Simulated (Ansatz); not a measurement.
YCu5: relaxation (Ansatz)

Launch command:

```bash
ansatz run input.yaml --threads 2 --pin off --max-ram 2560MiB --backend cpu --events-out ev --progress --plain --runs-dir out
```

The input file (Ansatz 0.2.0, plane waves):

```yaml
crystal:
  lattice:
    - [4.975467, 0.0, 0.0]
    - [-2.487734, 4.308884, 0.0]
    - [0.0, 0.0, 4.072825]
  atoms:
    - { symbol: Cu, position: [0.5, 0.0, 0.5], spin: 1, spin_axis: [0.0, 0.0, 1.0] }
    - { symbol: Cu, position: [0.5, 0.5, 0.5], spin: 1, spin_axis: [0.0, 0.0, 1.0] }
    - { symbol: Cu, position: [0.0, 0.5, 0.5], spin: 1, spin_axis: [0.0, 0.0, 1.0] }
    - { symbol: Cu, position: [0.3333, 0.6667, 0.0], spin: 1, spin_axis: [0.0, 0.0, 1.0] }
    - { symbol: Cu, position: [0.6666, 0.3333, 0.0], spin: 1, spin_axis: [0.0, 0.0, 1.0] }
    - { symbol: "Y", position: [0.0, 0.0, 0.0] }
  symmetry: { tolerance: 0.0003 }
kpoints:
  mp_grid: { grid: [5, 5, 5], shift: [0, 0, 0] }
magnetization:
  noncollinear: true
  spin_orbit: true
scf:
  occupations: { method: fermi_dirac, width: 0.0241 }
  lower_state_search: "off"
hamiltonian:
  pseudopotentials: { kind: paw_fr }
  xc: lda
basis:
  ecutwfc: 420
  fft_grid_basis: typed
relax:
  max_steps: 40
  cell: { p_target: 0.0 }
output:
  forces: true
  stress: true
  eigenvalues: true
  bader: true
  populations: true
  elf: true
  write_potential: true
  volumetric_format: npy
  dos:
    e_range: [-12, 8]
    de: 0.05
    projected: { site_lists: { Cu: [Cu], "Y": ["Y"] } }
    method: { smearing: { sigma: 0.1, scheme: gaussian } }
checkpoint:
  read: saved_state
```

Origin of the cell: a database entry, scaled a little.

The saved state is a converged single point of the same cell.

Steps («new basis» is an SCF on plane waves selected anew at the same cell):

```
step  ΔF (meV/atom)  max force component (eV/Å)  P (GPa)  volume (Å³)  SCF iterations   step was
   1            0.0                       0.000    -7.12        87.32              15   accepted
   2          -18.1                       0.000    -2.07        83.63              11   accepted
   3          -19.6                       0.000     0.23        82.23               8   accepted
   4          -19.6                       0.000     0.00        82.38               7   accepted
   5          -19.6                       0.000     0.00        82.38               6   accepted
   6          -19.3                       0.000     0.00        82.38               7  new basis
```

Step 1, with forces in eV/Å:

```xyz
6
Lattice="4.975 0.000 0.000 -2.488 4.309 0.000 0.000 0.000 4.073" Properties=species:S:1:pos:R:3:forces:R:3 pbc="T T T" step=1
Cu    2.488    0.000    2.036    0.000    0.000    0.000
Cu    1.244    2.154    2.036    0.000    0.000    0.000
Cu   -1.244    2.154    2.036    0.000    0.000    0.000
Cu    0.000    2.873    0.000    0.000    0.000    0.000
Cu    2.488    1.436    0.000    0.000    0.000    0.000
Y     0.000    0.000    0.000    0.000    0.000    0.000
```

Step 2, with forces in eV/Å:

```xyz
6
Lattice="4.897 0.000 0.000 -2.448 4.241 0.000 0.000 0.000 4.027" Properties=species:S:1:pos:R:3:forces:R:3 pbc="T T T" step=2
Cu    2.448    0.000    2.014    0.000    0.000    0.000
Cu    1.224    2.120    2.014    0.000    0.000    0.000
Cu   -1.224    2.120    2.014    0.000    0.000    0.000
Cu    0.000    2.827    0.000    0.000    0.000    0.000
Cu    2.448    1.414    0.000    0.000    0.000    0.000
Y     0.000    0.000    0.000    0.000    0.000    0.000
```

Step 3, with forces in eV/Å:

```xyz
6
Lattice="4.871 0.000 0.000 -2.435 4.218 0.000 0.000 0.000 4.003" Properties=species:S:1:pos:R:3:forces:R:3 pbc="T T T" step=3
Cu    2.435    0.000    2.001    0.000    0.000    0.000
Cu    1.218    2.109    2.001    0.000    0.000    0.000
Cu   -1.218    2.109    2.001    0.000    0.000    0.000
Cu    0.000    2.812    0.000    0.000    0.000    0.000
Cu    2.435    1.406    0.000    0.000    0.000    0.000
Y     0.000    0.000    0.000    0.000    0.000    0.000
```

Step 6, with forces in eV/Å:

```xyz
6
Lattice="4.877 0.000 0.000 -2.438 4.223 0.000 0.000 0.000 4.000" Properties=species:S:1:pos:R:3:forces:R:3 pbc="T T T" step=6
Cu    2.438    0.000    2.000    0.000    0.000    0.000
Cu    1.219    2.112    2.000    0.000    0.000    0.000
Cu   -1.219    2.112    2.000    0.000    0.000    0.000
Cu    0.000    2.816    0.000    0.000    0.000    0.000
Cu    2.438    1.408    0.000    0.000    0.000    0.000
Y     0.000    0.000    0.000    0.000    0.000    0.000
```

```yaml
Free_energy_lowered_by: 19.3 meV/atom
Volume_change: -5.65 %
Final_pressure: 0.00 GPa
Relaxation_steps_listed: 6
Formation_energy_elements_under_the_same_functional_gases_as_molecules_uncorrected: -0.192 eV/atom
Gap_on_the_mesh: none (metal)
```

Caveats: a starting moment was lost; no moments, though an odd count or open d shells may carry them; the k mesh is coarse if the cell is a metal; the relaxation held the start's symmetry, so the end may be a saddle point.

The run took 7.9 min on 2 threads of Arm Neoverse N1 (shared host), peak memory 0.97 GiB, from a saved density.
